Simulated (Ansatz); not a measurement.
**Stability checks on a candidate for TiSi₄Mo**

It was reached by relaxing an invented guess, and it needn't be the stable form of this composition.

Method: DFT PBE, scalar-relativistic, plane waves, PAW in Ansatz 0.2.0. Settings of the last relaxation (6-atom cell): 420 eV, 10×10×8 k points, Gaussian smearing of 0.10 eV, no spin polarisation.

```cif
data_structure
_symmetry_space_group_name_H-M 'Cmmm'
_symmetry_Int_Tables_number 65
_cell_length_a 4.5738
_cell_length_b 8.0218
_cell_length_c 4.5432
_cell_angle_alpha 90.000
_cell_angle_beta 90.000
_cell_angle_gamma 90.000
_cell_volume 166.69
loop_
_atom_site_label
_atom_site_type_symbol
_atom_site_symmetry_multiplicity
_atom_site_Wyckoff_symbol
_atom_site_fract_x
_atom_site_fract_y
_atom_site_fract_z
_atom_site_occupancy
Ti1 Ti 2 a 0.00000 0.00000 0.00000 1
Si1 Si 4 i 0.50000 0.16977 0.00000 1
Si2 Si 4 j 0.00000 0.16533 0.50000 1
Mo1 Mo 2 c 0.50000 0.00000 0.50000 1
```

Formation energies are uncorrected and refer to the elements' standard structures at the same level.

**Question.** These tests were run: energy against the elements; random kick, then relaxation without symmetry; phonons on a 2×2×2 q mesh; elastic tensor. What do they show?

**Answer.**

```json
{"test": "energy against the elements", "result": "−0.44 eV/atom"}
{"test": "random kick, then relaxation without symmetry", "result": "returns"}
{"test": "phonons on a 2×2×2 q mesh", "result": "no imaginary mode on the mesh"}
{"test": "elastic tensor", "result": "least eigenvalue 54 GPa"}
```

It fails none of these tests. Other phases of the system weren't compared here, so this isn't yet thermodynamic stability.

The kick test ran on a coarse mesh. The run for the phonons used a 10×10×8 k mesh and Fermi–Dirac smearing of 0.15 eV. The run for the elastic tensor used a 10×10×8 k mesh and Fermi–Dirac smearing of 0.15 eV.
